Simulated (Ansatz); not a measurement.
GaN:
Space group P6₃mc (No. 186); a = b = 3.1833 Å, c = 5.1838 Å, α = β = 90.00°, γ = 120.00°

```
atom  site  symmetry       x       y       z
----  ----  --------  ------  ------  ------
Ga      2b       3m.  0.6667  0.3333  0.4991
N       2b       3m.  0.3333  0.6667  0.3759
```

Relaxed with r²SCAN.

Task: Tabulate the valence density and the electron localisation function along the shortest Ga–N contact (1.95 Å), the program Ansatz at the r²SCAN level (PAW).

Result: 

```tsv
distance from Ga (Å)	density (e/Å³)	ELF
0.19	34.03	0.00
0.29	20.64	0.01
0.39	10.60	0.02
0.49	4.91	0.05
0.58	2.26	0.11
0.68	1.20	0.17
0.78	0.82	0.24
0.88	0.71	0.32
0.97	0.74	0.47
1.07	0.86	0.68
1.17	1.08	0.81
1.26	1.40	0.85
1.36	1.88	0.84
1.46	2.52	0.77
1.56	3.11	0.63
1.65	3.43	0.39
1.75	3.44	0.16
```

The density is the valence pseudo-density with augmentation charge, so density and ELF within about 1 Å of a nucleus are not all-electron values.

Space group P6_3mc (wurtzite). The r²SCAN relaxation kept the symmetry of its start; phonons on a q-mesh show no instability.

Potentials: the earlier of the program's two PAW sets.
